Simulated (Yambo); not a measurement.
A G0W0@PBEsol run in Yambo for Li$_{3}$BrO (anti-perovskite, space group Pm-3m, No. 221) (4×4×4 Γ-centred k mesh, bands 7 to 174 and a 7 Ry block in the screening, 174 bands in G with the Bruneval-Gonze terminator, plasmon pole fitted at 27.2 eV) gives these matrix elements, in eV, at the band edges (M → M):

```csv
state,E0,<Vxc>,<Σx>,<Σc(E0)>,Z
valence edge,0.000,-17.917,-23.077,3.692,0.780
conduction edge,4.288,-8.378,-3.935,-3.380,0.846
```

Q: Solve the linearised quasiparticle equation for both states, give the gap, and say how exchange and correlation each act on it.

A: E = E0 + Z(Σx + Σc − Vxc). Valence: 0.000 + 0.780 × (-23.077 + (3.692) − (-17.917)) = -1.15 eV. Conduction: 4.288 + 0.846 × (-3.935 + (-3.380) − (-8.378)) = 5.19 eV. The gap is 6.33 eV, against 4.29 eV in PBEsol. Replacing Vxc by bare exchange alone would open it by 9.60 eV; correlation takes back 7.07 eV of that, and Z scales what is left. Nearest settings tried, and what they do to the gap: 112 bands in W, 112 bands in G: +7 meV; 6 Ry block (123 vectors against 147): -28 meV; 2×2×2 mesh: -215 meV. So the settings aren't converged at that level. The cell is held in this high symmetry; tilts and polar distortions were not searched.

Spin-orbit coupling is included.

Geometry of the Materials Project entry, not relaxed at this level; primitive cell a = b = c = 3.949 Å, α = β = γ = 90.00°.
